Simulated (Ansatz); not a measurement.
**Gd (hcp)**

Computed with Ansatz (plane waves, PAW, 420 eV cutoff): PBEsol, scalar-relativistic, collinear spin, 14×14×8 k-mesh, Gaussian smearing of 0.05 eV; PAW files: Ansatz's generated set soft_2.

```
Gd
1.0
     3.53915    0.00000    0.00000
    -1.76958    3.06500    0.00000
     0.00000    0.00000    5.64772
Gd
2
Direct
  0.33333 0.66667 0.75000
  0.66667 0.33333 0.25000
```

Magnetic state: antiferromagnetic, site spin moments Gd 7.22, -7.22 μB.

Task: Which orbitals carry the states at the Fermi level, and how many states are there?

Result: Within 0.1 eV of it: Gd 5d 75 %, Gd 4f 18 % (shares among the projected shells). The density of states at the Fermi level is about 2.7 states/eV per cell, averaged over 0.3 eV.

Density of states (tetrahedra, averaged over 0.3 eV; states/eV per cell of 2 atoms; energy in eV from the Fermi level):

```tsv
E (eV)	DOS
-4.90	0.0
-4.60	6.7
-4.30	40.1
-4.00	0.2
-3.70	0.3
-3.40	0.3
-3.10	0.4
-2.80	0.4
-2.50	0.6
-2.20	1.2
-1.90	1.8
-1.60	1.8
-1.30	2.3
-1.00	2.7
-0.70	1.9
-0.40	3.5
-0.10	2.6
0.20	4.6
0.50	9.5
0.80	34.2
1.10	4.8
1.40	3.7
1.70	3.6
2.00	4.1
2.30	3.9
2.60	3.0
2.90	2.4
3.20	1.2
```

Without a U the 4f levels of Gd lie too near the Fermi level, so their share of the states there, and what hangs on it, is overstated. For elements this heavy, spin–orbit coupling would shift levels and gaps; it isn't included here. The run wasn't fully tested for a lower electronic state. Site moments are of spin, integrated over atomic spheres. Real Gd is ferromagnetic; semilocal functionals with the 4f shell in the valence wrongly favour antiparallel order. The relaxed cell is 7 % smaller in volume than the cell of this structure in the Crystallography Open Database (33.05 Å³/atom, 1963).
